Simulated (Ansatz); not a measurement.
**Ga2AsP: computed property card**

Ga2AsP:
```xyz
4
Lattice="1.9611 1.1322 6.4081 -1.9611 1.1322 6.4081 0.0000 -2.2645 6.4081" Properties=species:S:1:pos:R:3 pbc="T T T"
Ga     0.0000     0.0000     0.0479
Ga     0.0000     0.0000     9.5627
P      0.0000     0.0000     7.2069
As     0.0000     0.0000    16.8251
```

Space group R3m (No. 160); conventional cell a = b = 3.9222 Å, c = 19.2244 Å, α = β = 90.00°, γ = 120.00°.

Method: PBEsol in the plane-wave PAW code Ansatz. Structure relaxed to zero pressure with the same functional. Other levels are named where they apply.

### Cell and energy

- Volume per atom = 21.34 Å³
- Density = 4.77 g/cm³
- Formation energy from the elements (no fitted shifts) = -0.35 eV/atom

### Electronic structure

- Band gap: 0.96 eV (direct)
- Valence-band maximum: at Γ
- Conduction-band minimum: at Γ
- Electron effective mass: 0.076, 0.076, 0.089 mₑ (principal values)
- Electron effective mass with spin–orbit coupling: 0.076, 0.076, 0.089 mₑ (principal values)
- Hole effective mass, band 1 of 2 at the edge: 0.49 along x, 0.89 along z (mₑ)
- Hole effective mass, band 2 of 2 at the edge: 0.053 along x, 0.89 along z (mₑ)
- Hole effective mass with spin–orbit coupling: 0.091, 0.091, 0.90 mₑ (principal values)
- HSE06 gap on the PBEsol cell: 1.89 eV
- Gap with spin–orbit coupling: 0.86 eV

### Mechanics

* **Bulk modulus (Birch–Murnaghan fit)**: 76.5 GPa
* **Pressure derivative B′**: 4.6
* **Elastic constants (relaxed ions, GPa)**: C11 = 149, C12 = 45.0, C13 = 36.0, C14 = -12.7, C33 = 159, C44 = 42.4
* **Mechanical stability**: stable (all eigenvalues of C positive)
* **Hill bulk and shear moduli**: 76.7 and 47.9 GPa
* **Young's modulus**: 119 GPa
* **Poisson's ratio**: 0.24
* **Debye temperature from the elastic constants**: 377 K
* **Piezoelectric stress constants (proper, relaxed ions, C/m²)**: e15 = e24 = e31 = e32 = -0.11, e16 = e21 = 0.15, e22 = -0.15, e33 = 0.21

### Dielectric response

Electronic dielectric constant ε∞ (DFPT): 12.1 (xx = yy), 12.0 (zz)
Born charges (a third of the trace): Ga +2.03 to +2.19, P -2.25, As -1.97 e

The first step of the workflow began from a Materials Project structure, measured or hypothetical; the Crystallography Open Database copy checked does not list it. With P and As taken as one species the cell has the higher symmetry F-43m, so it may be an ordered model of a mixed-site phase. Its standing as an ambient phase is unchecked. The PBEsol relaxation kept the symmetry of its start; whether a distortion lowers the energy is not shown. Signs of piezoelectric constants follow the polarity of the cell as given. The references are the lowest solids computed at this level, not always the standard phases. Spin–orbit coupling is left out wherever it is not named.

Potentials: the later of the program's two PAW sets.
